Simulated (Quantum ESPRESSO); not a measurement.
## Si2PO5N (one run as intended and one with a planted mistake)

A calculation, not a measurement. The program is pw.x of Quantum ESPRESSO 7.5 (plane-wave density functional theory). The cell is made up: 9 atoms on a quartz lattice, with randomly drawn elements, strain and displacements, not relaxed. PseudoDojo standard norm-conserving files (v0.5 for PBE, v0.4.1 for LDA and PBEsol) set the functional; there is no spin polarisation, spin-orbit coupling or dispersion term, and the masses in the input are unused placeholders.

Intended input:

```
&control calculation='scf', pseudo_dir='./dojo.nc.sr.pbe.v0_5.standard.upf', outdir='./o', disk_io='medium', tprnfor=.true., tstress=.true. /
&system ibrav=0, nat=9, ntyp=4, nbnd=30, ecutwfc=84.00895049, nosym=.true., tot_charge=0,
 occupations='smearing', smearing='fd', degauss=0.0018374661
/
&electrons conv_thr=7.350e-09, electron_maxstep=60, /
ATOMIC_SPECIES
N 1.0 N.upf
O 1.0 O.upf
P 1.0 P.upf
Si 1.0 Si.upf
CELL_PARAMETERS angstrom
5.1182 0.0 0.0
-2.5591 4.4325 0.0
0.0 0.0 5.6178
ATOMIC_POSITIONS angstrom
Si 2.4303 -0.0597 3.7282
P -1.1705 1.9693 1.8737
Si 1.3365 2.3715 -0.0286
O 1.4455 1.219 4.5492
N 3.3908 0.6308 2.5858
O 2.8831 2.6378 0.6627
O 0.2132 1.7801 1.1858
O -1.1753 3.2583 3.1451
O 0.8946 3.7713 5.0411
K_POINTS automatic
5 5 4 1 1 1
```

The log is shortened where brackets say so; the opening notice, blank lines, dates and the lines on written files are dropped, and the path of the files is cut. It prints rydbergs, bohrs and kilobars, and counts compression as positive stress. Where no state is partly filled, the Fermi energy that it prints is only some level between the filled and the empty states on the mesh, and need not lie in the true gap.

Log of the intended run:

```
     Program PWSCF v.7.5
     Parallel version (MPI & OpenMP), running on       1 processor cores
     Number of MPI processes:                 1
     Threads/MPI process:                     1
     [start-up lines left out]
     bravais-lattice index     =            0
     lattice parameter (alat)  =       9.6720  a.u.
     unit-cell volume          =     860.0602 (a.u.)^3
     number of atoms/cell      =            9
     number of atomic types    =            4
     number of electrons       =        48.00
     number of Kohn-Sham states=           30
     kinetic-energy cutoff     =      84.0090  Ry
     charge density cutoff     =     336.0358  Ry
     scf convergence threshold =      7.3E-09
     mixing beta               =       0.7000
     number of iterations used =            8  plain     mixing
     Exchange-correlation= PBE
                           (   1   4   3   4   0   0   0)
     [axes and pseudopotential details left out]
   Cartesian axes
     site n.     atom                  positions (alat units)
         1        Si     tau(   1) = (   0.4748349  -0.0116643   0.7284201  )
         2        P      tau(   2) = (  -0.2286937   0.3847642   0.3660857  )
         3        Si     tau(   3) = (   0.2611270   0.4633465  -0.0055879  )
         4        O      tau(   4) = (   0.2824235   0.2381697   0.8888281  )
         5        N      tau(   5) = (   0.6624985   0.1232465   0.5052167  )
         6        O      tau(   6) = (   0.5633035   0.5153765   0.1294791  )
         7        O      tau(   7) = (   0.0416553   0.3477981   0.2316830  )
         8        O      tau(   8) = (  -0.2296315   0.6366105   0.6144934  )
         9        O      tau(   9) = (   0.1747880   0.7368411   0.9849361  )
     number of k points=    50  Fermi-Dirac smearing, width (Ry)=  0.0018
                       cart. coord. in units 2pi/alat
        k(    1) = (   0.1000000   0.1732047   0.1138835), wk =   0.0400000
        k(    2) = (   0.1000000   0.1732047   0.3416506), wk =   0.0400000
     [further k points left out]
     Dense  grid:    89281 G-vectors     FFT dimensions: (  60,  60,  64)
     Estimated max dynamical RAM per process >     114.49 MB
     Initial potential from superposition of free atoms
     starting charge      47.9986, renormalised to      48.0000
     Starting wfcs are   36 randomized atomic wfcs
     total cpu time spent up to now is       19.4 secs
     per-process dynamical memory:    87.1 Mb
     Self-consistent Calculation
     iteration #  1     ecut=    84.01 Ry     beta= 0.70
     Davidson diagonalization with overlap
     ethr =  1.00E-02,  avg # of iterations =  3.0
     total cpu time spent up to now is       67.3 secs
     total energy              =    -216.32400454 Ry
     estimated scf accuracy    <       2.47118322 Ry
     iteration #  2     ecut=    84.01 Ry     beta= 0.70
     Davidson diagonalization with overlap
     ethr =  5.15E-03,  avg # of iterations =  2.6
     total cpu time spent up to now is      113.0 secs
     total energy              =    -217.01769630 Ry
     estimated scf accuracy    <       2.06235063 Ry
     [iterations 3 to 10 left out]
     iteration # 11     ecut=    84.01 Ry     beta= 0.70
     Davidson diagonalization with overlap
     ethr =  1.58E-10,  avg # of iterations =  3.4
     total cpu time spent up to now is      473.8 secs
     total energy              =    -217.39871680 Ry
     estimated scf accuracy    <       0.00000003 Ry
     iteration # 12     ecut=    84.01 Ry     beta= 0.70
     Davidson diagonalization with overlap
     ethr =  5.54E-11,  avg # of iterations =  2.0
     total cpu time spent up to now is      508.9 secs
     End of self-consistent calculation
     [lines on levels left out]
     the Fermi energy is     4.0654 ev
!    total energy              =    -217.39871680 Ry
     estimated scf accuracy    <          2.4E-09 Ry
     smearing contrib. (-TS)   =       0.00000000 Ry
     internal energy E=F+TS    =    -217.39871680 Ry
     The total energy is F=E-TS. E is the sum of the following terms:
     one-electron contribution =    -102.56005836 Ry
     hartree contribution      =      75.15611981 Ry
     xc contribution           =     -58.64740618 Ry
     ewald contribution        =    -131.34737207 Ry
     convergence has been achieved in  12 iterations
     Forces acting on atoms (cartesian axes, Ry/au):
     atom    1 type  4   force =     0.00743744    0.07544925    0.09234005
     atom    2 type  3   force =    -0.13949756   -0.01076389    0.06175537
     atom    3 type  4   force =     0.05174137   -0.02286324    0.09767187
     atom    4 type  2   force =     0.04545217   -0.13186209   -0.08696091
     atom    5 type  1   force =     0.05916373    0.10532256   -0.08049389
     atom    6 type  2   force =     0.04879589   -0.04259640    0.08497620
     atom    7 type  2   force =     0.00324356    0.03714083   -0.00386514
     atom    8 type  2   force =     0.01087479   -0.07803713   -0.08271233
     atom    9 type  2   force =    -0.08721139    0.06821011   -0.08271123
     Total force =     0.378764     Total SCF correction =     0.000055
     Computing stress (Cartesian axis) and pressure
          total   stress  (Ry/bohr**3)                   (kbar)     P=     -131.15
  -0.00097096   0.00010301  -0.00016796         -142.83       15.15      -24.71
   0.00010301  -0.00073389   0.00001171           15.15     -107.96        1.72
  -0.00016796   0.00001171  -0.00096977          -24.71        1.72     -142.66
     init_run     :     18.58s CPU     19.22s WALL (       1 calls)
     electrons    :    464.86s CPU    489.52s WALL (       1 calls)
     forces       :     10.34s CPU     10.57s WALL (       1 calls)
     stress       :     34.59s CPU     34.82s WALL (       1 calls)
     [timing details left out]
     PWSCF        :   8m48.72s CPU   9m14.80s WALL
     JOB DONE.
```

A second run has one planted mistake: two atoms have their elements exchanged. The input lines that differ, file-writing options aside:

```
- Si 2.4303 -0.0597 3.7282
+ P 2.4303 -0.0597 3.7282
- P -1.1705 1.9693 1.8737
+ Si -1.1705 1.9693 1.8737
```

Its log:

```
     Program PWSCF v.7.5
     Parallel version (MPI & OpenMP), running on       1 processor cores
     Number of MPI processes:                 1
     Threads/MPI process:                     1
     [start-up lines left out]
     bravais-lattice index     =            0
     lattice parameter (alat)  =       9.6720  a.u.
     unit-cell volume          =     860.0602 (a.u.)^3
     number of atoms/cell      =            9
     number of atomic types    =            4
     number of electrons       =        48.00
     number of Kohn-Sham states=           30
     kinetic-energy cutoff     =      84.0090  Ry
     charge density cutoff     =     336.0358  Ry
     scf convergence threshold =      7.3E-09
     mixing beta               =       0.7000
     number of iterations used =            8  plain     mixing
     Exchange-correlation= PBE
                           (   1   4   3   4   0   0   0)
     [axes and pseudopotential details left out]
   Cartesian axes
     site n.     atom                  positions (alat units)
         1        P      tau(   1) = (   0.4748349  -0.0116643   0.7284201  )
         2        Si     tau(   2) = (  -0.2286937   0.3847642   0.3660857  )
         3        Si     tau(   3) = (   0.2611270   0.4633465  -0.0055879  )
         4        O      tau(   4) = (   0.2824235   0.2381697   0.8888281  )
         5        N      tau(   5) = (   0.6624985   0.1232465   0.5052167  )
         6        O      tau(   6) = (   0.5633035   0.5153765   0.1294791  )
         7        O      tau(   7) = (   0.0416553   0.3477981   0.2316830  )
         8        O      tau(   8) = (  -0.2296315   0.6366105   0.6144934  )
         9        O      tau(   9) = (   0.1747880   0.7368411   0.9849361  )
     number of k points=    50  Fermi-Dirac smearing, width (Ry)=  0.0018
                       cart. coord. in units 2pi/alat
        k(    1) = (   0.1000000   0.1732047   0.1138835), wk =   0.0400000
        k(    2) = (   0.1000000   0.1732047   0.3416506), wk =   0.0400000
     [further k points left out]
     Dense  grid:    89281 G-vectors     FFT dimensions: (  60,  60,  64)
     Estimated max dynamical RAM per process >     114.49 MB
     Initial potential from superposition of free atoms
     starting charge      47.9986, renormalised to      48.0000
     Starting wfcs are   36 randomized atomic wfcs
     total cpu time spent up to now is       16.6 secs
     per-process dynamical memory:    69.7 Mb
     Self-consistent Calculation
     iteration #  1     ecut=    84.01 Ry     beta= 0.70
     Davidson diagonalization with overlap
     ethr =  1.00E-02,  avg # of iterations =  3.0
     total cpu time spent up to now is       53.2 secs
     total energy              =    -216.22060329 Ry
     estimated scf accuracy    <       2.57476270 Ry
     iteration #  2     ecut=    84.01 Ry     beta= 0.70
     Davidson diagonalization with overlap
     ethr =  5.36E-03,  avg # of iterations =  2.4
     total cpu time spent up to now is       85.1 secs
     total energy              =    -216.82828399 Ry
     estimated scf accuracy    <       2.61622167 Ry
     [iterations 3 to 11 left out]
     iteration # 12     ecut=    84.01 Ry     beta= 0.70
     Davidson diagonalization with overlap
     ethr =  4.28E-11,  avg # of iterations =  3.2
     total cpu time spent up to now is      388.9 secs
     total energy              =    -217.35560981 Ry
     estimated scf accuracy    <          1.0E-08 Ry
     iteration # 13     ecut=    84.01 Ry     beta= 0.70
     Davidson diagonalization with overlap
     ethr =  2.07E-11,  avg # of iterations =  2.0
     total cpu time spent up to now is      412.0 secs
     End of self-consistent calculation
     [lines on levels left out]
     the Fermi energy is     4.2011 ev
!    total energy              =    -217.35560981 Ry
     estimated scf accuracy    <          1.5E-09 Ry
     smearing contrib. (-TS)   =       0.00000000 Ry
     internal energy E=F+TS    =    -217.35560981 Ry
     The total energy is F=E-TS. E is the sum of the following terms:
     one-electron contribution =    -102.03171507 Ry
     hartree contribution      =      74.88216273 Ry
     xc contribution           =     -58.62778638 Ry
     ewald contribution        =    -131.57827108 Ry
     convergence has been achieved in  13 iterations
     Forces acting on atoms (cartesian axes, Ry/au):
     atom    1 type  3   force =     0.04953580    0.08687722   -0.05269487
     atom    2 type  4   force =    -0.11743883    0.10324421   -0.02695560
     atom    3 type  4   force =     0.07285540   -0.05487924    0.21494095
     atom    4 type  2   force =     0.05827141   -0.18842011   -0.13762932
     atom    5 type  1   force =    -0.11657940   -0.13068213    0.14453178
     atom    6 type  2   force =    -0.03051330   -0.03468807    0.03249093
     atom    7 type  2   force =     0.12993069    0.03800063   -0.08267283
     atom    8 type  2   force =     0.08123746    0.05765759    0.04251165
     atom    9 type  2   force =    -0.12729921    0.12288989   -0.13452268
     Total force =     0.539776     Total SCF correction =     0.000042
     Computing stress (Cartesian axis) and pressure
          total   stress  (Ry/bohr**3)                   (kbar)     P=     -123.17
  -0.00108740  -0.00012716  -0.00019860         -159.96      -18.71      -29.21
  -0.00012716  -0.00042389   0.00000427          -18.71      -62.36        0.63
  -0.00019860   0.00000427  -0.00100054          -29.21        0.63     -147.19
     init_run     :     14.60s CPU     16.50s WALL (       1 calls)
     electrons    :    373.52s CPU    395.37s WALL (       1 calls)
     forces       :      4.06s CPU      4.11s WALL (       1 calls)
     stress       :     17.52s CPU     17.59s WALL (       1 calls)
     [timing details left out]
     PWSCF        :   6m49.98s CPU   7m14.34s WALL
     JOB DONE.
```

```
                                            intended run  run with the mistake
                          free energy (eV)     -2957.860             -2957.274
                    smearing term -TS (eV)        0.0000                0.0000
                            pressure (GPa)        -13.11                -12.32
            largest force component (eV/Å)         3.587                 5.526
largest change of a force component (eV/Å)                               6.068
                                iterations            12                    13
```

For scale, a rerun of the intended cell at 1437 eV and a 7 x 7 x 6 mesh moved values by no more than 0.003 eV in energy, 0.03 GPa in stress and 0.002 eV/Å in force.